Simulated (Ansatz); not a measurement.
Given:

NiS:
```cif
data_Ni3S3
_chemical_formula_sum 'Ni3 S3'
_space_group_name_H-M_alt 'P 1'
_space_group_IT_number 1
_cell_length_a 5.52752
_cell_length_b 5.52752
_cell_length_c 5.52752
_cell_angle_alpha 116.598
_cell_angle_beta 116.598
_cell_angle_gamma 116.598
loop_
_space_group_symop_operation_xyz
  'x, y, z'
loop_
_atom_site_label
_atom_site_type_symbol
_atom_site_fract_x
_atom_site_fract_y
_atom_site_fract_z
_atom_site_occupancy
Ni1 Ni 0.66164 0.39708 0.39708 1
Ni2 Ni 0.39708 0.66164 0.39708 1
Ni3 Ni 0.39708 0.39708 0.66164 1
S1 S 0.78179 0.11892 0.11892 1
S2 S 0.11892 0.78179 0.11892 1
S3 S 0.11892 0.11892 0.78179 1
```

This is the PBEsol-relaxed structure.

Question: All from plane-wave PAW PBEsol (Ansatz code), unless another level is named. Predict the electronic character.

Answer: metallic (no gap).

Question: Give the formation energy from the elements (no fitted shifts).

Answer: -0.47 eV/atom.

Question: Give the density of states at the Fermi level.

Answer: 0.48 states/eV per atom (mean over ±0.08 eV).

Space group R3m. The workflow started from a Materials Project entry (that database holds measured and hypothetical structures alike); the Crystallography Open Database files this formula in space group No. 160, but the cells were not matched. Its standing as an ambient phase is unchecked. Symmetry was held in the PBEsol relaxation; its stability against distortions is not shown here. The run is not spin-polarised. The references are the lowest solids computed at this level, not always the standard phases.

Potentials: the later of the program's two PAW sets.
